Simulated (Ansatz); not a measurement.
## Co2Si (Co2Si type, space group Pnma), energy against volume

Co2Si (Co2Si type, space group Pnma)

```xyz
12
Lattice="4.8833 0.0000 0.0000 0.0000 3.7111 0.0000 0.0000 0.0000 7.0417" Properties=species:S:1:pos:R:3 pbc="T T T"
Co     2.6193     0.9278     5.5104
Co     0.1777     0.9278     5.0522
Co     2.2640     2.7833     1.5313
Co     4.7056     2.7833     1.9895
Co     0.8462     0.9278     0.4551
Co     3.2878     0.9278     3.0657
Co     4.0371     2.7833     6.5866
Co     1.5955     2.7833     3.9760
Si     3.4310     0.9278     0.7445
Si     0.9893     0.9278     2.7763
Si     1.4523     2.7833     6.2972
Si     3.8940     2.7833     4.2654
```

Equation-of-state scan: isotropic scaling of the cell above, V₀ being its volume. The atoms relax within the cell's symmetry.

Calculation: PBE (plane waves to 420 eV, PAW, scalar-relativistic; Ansatz, a first-principles code). k mesh 8×10×6 (Γ-centred), Fermi-Dirac smearing 0.05 eV. E stands for the smeared free energy. Compression counts positive. With the shape held, the modulus is that of even scaling; a crystal free to change shape is softer. Co2Si was relaxed with its symmetry unable to fall. Relaxed Co2Si ends ferromagnetic. The magnetic order is the one the run started from; other orders were not tried. The zero of ΔE is the relaxed starting cell.

```tsv
V (Å³/cell)	ΔE (kJ/mol of atoms)	moment (μB/cell)	P (GPa)
114.85	8.8	1.27	30.4
118.04	4.7	1.46	21.1
121.23	2.0	1.69	13.0
124.42	0.5	1.99	6.0
127.61	0.0	2.40	0.0
130.80	0.4	2.95	-5.1
133.99	1.6	3.62	-9.4
137.18	3.4	4.34	-13.0
140.37	5.7	4.95	-16.2
```

Derived quantities:

```
Item                                                                          Result
---------------------------------------------------------------------  -------------
Pressure at the smallest volume                                             30.4 GPa
Energy cost of the largest compression                                   91 meV/atom
Energy cost of the largest expansion                                     60 meV/atom
Bulk modulus at fixed cell shape B₀ (third-order Birch-Murnaghan fit)        219 GPa
Pressure derivative B₀′ (fit)                                                    5.3
Equilibrium volume of the fit                                          10.64 Å³/atom
Pressure for 5 % compression (fit)                                          12.9 GPa
```

The 9 points together took about 70 core-minutes (a rough figure).

(Under strain, the slope of the energy per volume gives the stress and its curvature an elastic modulus.)
